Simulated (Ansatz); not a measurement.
Starting cell, Li (bcc, W type):

```
Li
1.0
   -3.43518     3.43518     3.43518
    1.71759    -1.71759     1.71759
    1.71759     1.71759    -1.71759
Li
2
Direct
  0.00000   0.00000   0.00000
  0.50000   0.00000   0.00000
```

A phonon eigenvector at N = (0.5, 0.0, 0.0) is frozen into this cell: atom i moves by Q times the vector below, so Q is the largest atomic displacement, in Å. The cell is held. (q is in reciprocal vectors of the primitive cell; the cell shown is doubled to hold the pattern.)

| atom | x | y | z |
|---|---|---|---|
| Li1 | 1.000 | 0.000 | 0.000 |
| Li2 | -1.000 | 0.000 | 0.000 |

All values below come from PBE (plane waves to 420 eV, PAW, scalar-relativistic; Ansatz, a quantum-chemistry and plane-wave program). k mesh 19×19×19 (Γ-centred), Fermi-Dirac smearing 0.05 eV. With partly filled bands, energies and forces of such displacements shift with the k mesh and the smearing. Li was relaxed with its symmetry unable to fall.

At one point of the scan the forces (eV/Å) are:

```csv
atom,Fx,Fy,Fz
Li1,-0.207,0.000,0.000
Li2,0.207,0.000,0.000
```

Q: Which point is it?
A) Q = 0.140 Å
B) Q = 0.047 Å
C) Q = 0.233 Å

A: C, Q = 0.233 Å

(For displaced atoms, the force is minus the slope of the energy, and its curvature is a force constant, which sets phonon frequencies.)
